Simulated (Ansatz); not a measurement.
Relaxed-ion elastic tensor of CdTe (rock salt, space group No. 225) in GPa (Voigt order), DFT-LDA in the program Ansatz with PAW potentials; density 7.65 g/cm³, 26.06 Å³ per atom.

```csv
,1,2,3,4,5,6
1,114,37.0,37.0,0.0,0.0,0.0
2,37.0,114,37.0,0.0,0.0,0.0
3,37.0,37.0,114,0.0,0.0,0.0
4,0.0,0.0,0.0,18.5,0.0,0.0
5,0.0,0.0,0.0,0.0,18.5,0.0
6,0.0,0.0,0.0,0.0,0.0,18.5
```

Problem. Is the crystal mechanically stable?

Solution. Yes: the smallest eigenvalue of C is 18.5 GPa.

Problem. Work out the Voigt, Reuss and Hill averages.

Solution. K_V = 62.5, K_R = 62.5, K_H = 62.5; G_V = 26.4, G_R = 23.3, G_H = 24.8 GPa.

Problem. Give Young's modulus, Poisson's ratio, Pugh's ratio and the universal anisotropy index.

Solution. E = 9KG/(3K + G) = 65.8 GPa; ν = 0.32; K/G = 2.52 (ductile by the Pugh limit of 1.75); A_U = 5G_V/G_R + K_V/K_R − 6 = 0.67.

Problem. Estimate the sound speeds and the Debye temperature.

Solution. v_l = √((K + 4G/3)/ρ) = 3540 m/s, v_t = √(G/ρ) = 1800 m/s, mean 2020 m/s; Θ = (h/k)(3n/4πV)^(1/3) v_m = 203 K.

Problem. Give the Zener ratio and Young's modulus along [100], [110] and [111].

Solution. A = 2C44/(C11 − C12) = 0.48; 1/E = S11 − 2(S11 − S12 − S44/2)Γ with Γ = 0, 1/4, 1/3 gives 95.4, 57.2, 50.4 GPa.

Problem. Solve the Christoffel equation for the three sound speeds along [100], [110], [111].

Solution. Eigenvalues of C_ijkl n_j n_l equal ρv². In km/s, slowest first: [100] 1.55, 1.55, 3.85; [110] 1.55, 2.24, 3.50; [111] 2.04, 2.04, 3.38.

Space group Fm-3m (rock salt). This is a known high-pressure phase of the composition, computed here at zero pressure and temperature. Symmetry was held in the LDA relaxation; of distortions, only those at the zone centre were tested. As this level gives no gap, shear constants depend on the k-mesh and smearing (Fermi–Dirac, 0.1 eV here). Spin–orbit coupling is left out wherever it is not named.

Potentials: the later of the program's two PAW sets.
